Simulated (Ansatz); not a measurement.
InSe: do energies and stresses tell the same story?

Computed with DFT PBEsol, scalar-relativistic, plane waves, PAW (Ansatz).

Cutoff 420 eV; k points 12×12×2 on the computed 8-atom cell (Γ-centred); Gaussian smearing, width 0.02 eV; no spin polarisation.

Relaxed cell: P6_3/mmc, a = 4.006 Å, b = 4.006 Å, c = 17.002 Å, α = 90.00°, β = 90.00°, γ = 120.00°, 8 atoms in the primitive cell.

Energies at zero smearing and pressures from the stress tensor, at volumes with shape and atoms relaxed:
| V (Å³/atom) | E − E(first) (meV/atom) | P (GPa) |
| --- | --- | --- |
| 27.763 | 0.00 | 1.609 |
| 28.649 | -6.08 | 0.643 |
| 29.535 | -7.70 | -0.002 |
| 30.421 | -6.61 | -0.354 |
| 31.307 | -4.42 | -0.420 |

Check P = −dE/dV between neighbouring volumes, and get the bulk modulus from the pressures alone.

With 1 eV/Å³ = 160.2 GPa:
```
middle V (Å³/atom)  −ΔE/ΔV (GPa) mean P (GPa)
            28.206         1.099         1.126
            29.092         0.294         0.320
            29.978        -0.197        -0.178
            30.864        -0.397        -0.387
```

The two differ by 0.027 GPa at most. The mean of two end pressures misses the average over a step by about ΔV² P″/12, up to 0.029 GPa here; with that taken off 0.014 GPa remains. Around V = 29.535 Å³/atom, the two neighbours give B = −V ΔP/ΔV = 29.535 × 0.997 / 1.772 = 16.6 GPa, against B0 = 15.6 GPa from the Birch–Murnaghan fit of the energies, which describes these points poorly (B0' = 20.1).

The cell holds layers, and where no dispersion correction was added their binding is poorly described.